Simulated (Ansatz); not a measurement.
GaP (zinc blende)

```yaml
crystal:
  lattice:
    - [0.00000, 2.71921, 2.71921]
    - [2.71921, 0.00000, 2.71921]
    - [2.71921, 2.71921, 0.00000]
  atoms:
    - { symbol: P, position: [0.25000, 0.25000, 0.25000] }
    - { symbol: Ga, position: [0.00000, 0.00000, 0.00000] }
```

This relaxed cell (volume V₀) is scaled evenly in all directions, its shape held. Symmetry pins the atoms to their sites.

Calculation: PBEsol (plane waves to 420 eV, PAW, scalar-relativistic; Ansatz, a first-principles code). k mesh 11×11×11 (Γ-centred), Fermi-Dirac smearing 0.05 eV. The energy includes the smearing's −TS. Compression counts positive. GaP was relaxed with its symmetry unable to fall. ΔE is measured from the relaxed starting cell.

```
V (Å³/atom)  ΔE (meV/atom)
-----------  -------------
18.900                21.5
19.141                13.5
19.382                 7.4
19.624                 3.2
19.865                 0.8
20.106                 0.0
20.347                 0.7
20.589                 2.9
20.830            withheld
21.071                11.2
21.313                17.2
```

Q: Fit a third-order Birch-Murnaghan form (E₀, V₀, B₀, B₀′ free) to the given rows and predict ΔE at V = 20.830.

A: Least squares on the 10 given rows: ΔE = E₀ + (9V₀B₀/16)·y²·[2 + (B₀′ − 4)y], y = (V₀/V)^(2/3) − 1, with V₀ = 20.109 Å³/atom, B₀ = 84.92 GPa (160.2 GPa = 1 eV/Å³; the term in eV is multiplied by 1000), B₀′ = 4.39, E₀ = -0.02 meV/atom; root-mean-square residual 0.02 meV/atom. At 20.830 the fit gives 6.4 meV/atom; the calculation gives 6.5 meV/atom, so the interpolation is off by -0.1 (-1.5 %). For the pressure the fit gives -2.77 GPa against the computed -2.77 GPa.

(A scan under strain: stresses follow from slopes of the energy per volume, elastic moduli from its curvatures.)
